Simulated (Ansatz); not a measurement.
A crystal relaxed with r2SCAN in the plane-wave code Ansatz has space group P6_3mc (No. 186) and a = 4.339 Å, c = 14.159 Å.

```json
{"atom": "Xx", "site": "2a", "x": "0.0000", "y": "0.0000", "z": "0.9998"}
{"atom": "Xx", "site": "2b", "x": "0.3333", "y": "0.6667", "z": "0.2500"}
{"atom": "Se", "site": "2a", "x": "0.0000", "y": "0.0000", "z": "0.1875"}
{"atom": "Se", "site": "2b", "x": "0.3333", "y": "0.6667", "z": "0.4377"}
```

The r2SCAN gap is direct at Γ: 1.07 eV. HSE06 gives a direct gap of 1.51 eV at Γ. Meshes: r2SCAN 12×12×2, HSE06 6×6×2. r2SCAN's ε∞ is 6.4 along x and y, 6.5 along z.

Problem. Which element is Xx?
A. Hg
B. Cd
C. Mg
D. Zn

Solution. B. Xx is Cd: CdSe in the 4H polytype structure. Cd has 4 Se at 2.65–2.66 Å; Cd has 4 Se at 2.66 Å; Se has 4 Cd at 2.66 Å; Se has 4 Cd at 2.65–2.66 Å.

The calculation is spin-unpolarised, and the structure need not be a phase that has been made.

The runs are scalar-relativistic, without spin-orbit coupling.

The meshes of the hybrids are coarse, so their gaps aren't converged to the digits shown.

For a response run the program warns that the ground state's bands aren't all converged, so ε∞ carries an extra error.
